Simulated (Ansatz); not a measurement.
SiO₂:
```xyz
9
Lattice="4.9478 0.0000 0.0000 -2.4739 4.2850 0.0000 0.0000 0.0000 5.4407" Properties=species:S:1:pos:R:3 pbc="T T T"
Si     2.3270     0.0000     4.5339
Si    -1.1635     2.0153     0.9068
Si     1.3104     2.2697     2.7204
O      1.3806     1.1441     3.8875
O      3.2667     0.6235     0.2604
O      2.7745     2.5173     2.0740
O     -1.0934     3.1408     5.1803
O      0.3006     1.7677     1.5532
O      0.7928     3.6614     3.3667
```

Relaxed with PBEsol. PBEsol (plane waves, PAW; program Ansatz) gives a gap of 5.72 eV.

Task: What gap does HSE06 give on the same cell (Ansatz, PAW)?

Result: 7.68 eV, 1.95 eV more. The hybrid was solved on a coarser mesh and at special points; the gap given is the minimum over both.

| k | v1 PBEsol | c1 PBEsol | v1 HSE06 | c1 HSE06 |
|---|---|---|---|---|
| Γ | -0.31 | 5.72 | -0.32 | 7.68 |
| A | -0.09 | 7.67 | ___ | ___ |
| K | 0.00 | 8.62 | ___ | ___ |
| H | -0.57 | 8.62 | ___ | ___ |
| M | -0.04 | 7.95 | ___ | ___ |
| L | -0.19 | 8.55 | -0.20 | 10.77 |

Task: Top valence (v1) and lowest conduction level (c1) in eV from each method's valence maximum (which need not be a listed point): supply the withheld HSE06 values.

Result: 
- A, v1 HSE06: -0.10
- A, c1 HSE06: 9.69
- K, v1 HSE06: 0.00
- K, c1 HSE06: 10.72
- M, v1 HSE06: -0.04
- M, c1 HSE06: 10.04
- H, v1 HSE06: -0.60
- H, c1 HSE06: 10.87

Cost on shared cores: the PBEsol run (SCF on a 7×7×5 mesh, then bands and DOS) very roughly 2.2 core-minutes, the HSE06 run (SCF on 4×4×3, then a few points) roughly 4 core-minutes; the tasks are unlike.

Space group P3_121. Symmetry was held in the PBEsol relaxation.

Potentials: the later of the program's two PAW sets.
